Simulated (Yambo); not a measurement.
**LaAgSO: sweep of GW parameters**

G0W0@PBEsol for LaAgSO (space group P4/nmm, No. 129) in Yambo. Reference settings: 4×4×1 Γ-centred k mesh, bands 9 to 179 and a 6 Ry block in the screening, 179 bands in G with the Bruneval-Gonze terminator, plasmon pole fitted at 27.2 eV. The PBEsol gap Γ → Γ on this mesh is 1.22 eV; G0W0 gaps are taken between the same points.

| change from the reference | G0W0 gap Γ → Γ (eV) | shift of the valence edge (eV) | rough Yambo cost |
|---|---|---|---|
| reference settings | 2.14 | -0.48 | 1 |
| 95 bands in W | 2.30 | -0.34 | within a factor of two |
| pole fitted at 55 eV | 2.15 | -0.54 | – |
| no random integration | 2.14 | -0.47 | – |
| 124 bands in G, no terminator | 2.07 | -0.06 | – |

The reference isn't shown to be the converged limit. Costs are rough (shared machines), scaled to the same edge states, and given only for runs that recompute the screening.

Spin-orbit splittings are left out. The 4f states are in the valence at their DFT position.

Geometry of the Materials Project entry, not relaxed at this level; primitive cell a = 4.0917 Å, b = 4.0917 Å, c = 9.1024 Å, α = 90.00°, β = 90.00°, γ = 90.00°.

A shift is the quasiparticle energy of the state minus its PBEsol energy.
